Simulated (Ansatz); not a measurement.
## Where the states of Sb$_{3}$Au lie

```cif
data_structure
_symmetry_space_group_name_H-M 'Im-3m'
_symmetry_Int_Tables_number 229
_cell_length_a 6.0800
_cell_length_b 6.0800
_cell_length_c 6.0800
_cell_angle_alpha 90.000
_cell_angle_beta 90.000
_cell_angle_gamma 90.000
_cell_volume 224.76
loop_
_atom_site_label
_atom_site_type_symbol
_atom_site_symmetry_multiplicity
_atom_site_Wyckoff_symbol
_atom_site_fract_x
_atom_site_fract_y
_atom_site_fract_z
_atom_site_occupancy
Sb1 Sb 6 b 0.50000 0.00000 0.00000 1
Au1 Au 2 a 0.00000 0.00000 0.00000 1
```

The runs use the primitive cell with vectors (-3.040, 3.040, 3.040), (3.040, -3.040, 3.040), (3.040, 3.040, -3.040) Å, to which the k mesh refers.

The geometry is COD entry 1510290, unchecked; take it as a test cell.

Spin–orbit coupling is left out, though it moves levels of the heavy atoms by tenths of an eV or more.

All numbers below come from DFT, LDA, all-electron LAPW, scalar-relativistic in Ansatz 0.2.0.

The runs use a Γ-centred 10×10×10 k mesh, Fermi–Dirac smearing of 0.05 eV, basis error target 1 meV/atom, no spin polarisation.

States per eV and cell, averaged over 0.6 eV, from -5.8 to 3.6 eV, with energies (bin centres) from the Fermi level; empty bins are left out. The partial columns, the largest 4 alone, are projections on Löwdin-orthogonalised atomic shells (those that the program's projection atoms carry: the occupied ones and, for some elements, an empty d or f shell; other empty shells have no column), summed over atoms of an element. Weights on diffuse s and p shells depend on that basis and aren't pure angular character.

```
E (eV)  total  Sb 5p  Au 5d  Au 6s  Sb 5s
  -5.6   0.01   0.00   0.00   0.00   0.00
  -5.0   1.32   0.73   0.30   0.24   0.03
  -4.4   8.00   2.99   4.58   0.20   0.20
  -3.8   8.44   0.74   7.35   0.17   0.16
  -3.2   3.68   1.35   2.01   0.17   0.13
  -2.6   3.21   1.80   0.99   0.24   0.16
  -2.0   1.93   1.38   0.24   0.16   0.12
  -1.4   2.41   1.98   0.15   0.08   0.13
  -0.8   2.38   1.95   0.15   0.06   0.13
  -0.2   2.41   1.91   0.14   0.08   0.17
   0.4   1.96   1.52   0.13   0.08   0.12
   1.0   2.04   1.52   0.12   0.14   0.12
   1.6   1.80   1.28   0.08   0.19   0.13
   2.2   1.58   1.18   0.06   0.10   0.10
   2.8   1.74   1.14   0.02   0.21   0.12
   3.4   2.17   1.28   0.03   0.35   0.10
```

Problem. Where is the centre of the filled Au 5d states between -14 eV and the top of the filled states?

Solution. -3.78 eV from the Fermi level.
